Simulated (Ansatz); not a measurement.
Level of theory: DFT PBE, scalar-relativistic, plane waves, PAW in Ansatz 0.2.0. All cells share a 420 eV cutoff and Γ-centred k meshes spaced at most about 0.3 Å⁻¹ (about 0.25 or finer for metals, 2π included). No spin polarisation in the final relaxations.

Temperature and zero-point effects are left out.

Two forms of La2AlF were relaxed alike.

1.

```
La Al F
1.0
    -2.22419    2.22419    5.90530
     2.22419   -2.22419    5.90530
     2.22419    2.22419   -5.90530
La Al F
2 1 1
Direct
  0.18963 0.18963 0.00000
  0.81037 0.81037 0.00000
  0.50000 0.50000 0.00000
  0.00000 0.00000 0.00000
```

2.

```
La Al F
1.0
     4.25830    0.00000    0.00000
     0.00000    4.25830    0.00000
     0.00000    0.00000    5.97313
La Al F
2 1 1
Direct
  0.00000 0.00000 0.50000
  0.50000 0.50000 0.00000
  0.00000 0.00000 0.00000
  0.50000 0.50000 0.50000
```

Question: Which would you expect to be lower, and how large is the difference?

Answer: Cell 2 is lower, by 260 meV/atom. Cell 1 has space group I4/mmm (No. 139), 29.2 Å³/atom and no gap on its mesh; cell 2 has space group P4/mmm (No. 123), 27.1 Å³/atom and no gap. Counting Al or La atoms around F (for each partner element, those within 1.25 times its shortest distance or 1.15 times the sum of covalent radii, where it is the nearest in units of that sum or under 1.3), cell 1 has F 2 and cell 2 has F 6. The denser one is the lower, and pressure would at first widen the difference. Both come from invented guesses. A third cell relaxed alike, in P-3m1, lies 114 meV/atom below the lower of the two.

Cells relaxed within their symmetry can be saddle points.
